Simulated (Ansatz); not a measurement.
Pb:
```xyz
1
Lattice="3.2513 0.0000 0.0000 0.0000 3.2513 0.0000 0.0000 0.0000 3.2513" Properties=species:S:1:pos:R:3 pbc="T T T"
Pb     0.0000     0.0000     0.0000
```

Relaxed with PBE. Special points in fractions of this cell's reciprocal vectors: Γ (0.000, 0.000, 0.000); X (0.000, 0.500, 0.000); M (0.500, 0.500, 0.000); R (0.500, 0.500, 0.500).

Question: List the band energies nearest the Fermi level at these points for the program Ansatz at the PBE with spin–orbit coupling level (PAW).

Answer: In eV from the Fermi level; about four levels below and three above (degenerate sets whole), none deeper than 8.9 eV; points with the same levels are listed once.

| k | below | above |
|---|---|---|
| Γ | – | 3.02 3.02 5.38 5.38 5.38 5.38 |
| X | -8.80 -8.80 -4.08 -4.08 | 5.70 5.70 7.80 7.80 |
| M | -2.58 -2.58 -1.39 -1.39 | 3.43 3.43 9.09 9.09 |
| R | -4.23 -4.23 -1.34 -1.34 | 0.75 0.75 0.75 0.75 |

Space group Pm-3m (simple cubic). The cell is a constructed one: a structure type filled with these elements; neither database checked (COD, Materials Project) lists it. It is not the phase usual at ambient conditions (space group No. 225). The cell was relaxed with PBE under the symmetry of its start. At this level the phase is mechanically unstable.

Potentials: the later of the program's two PAW sets.
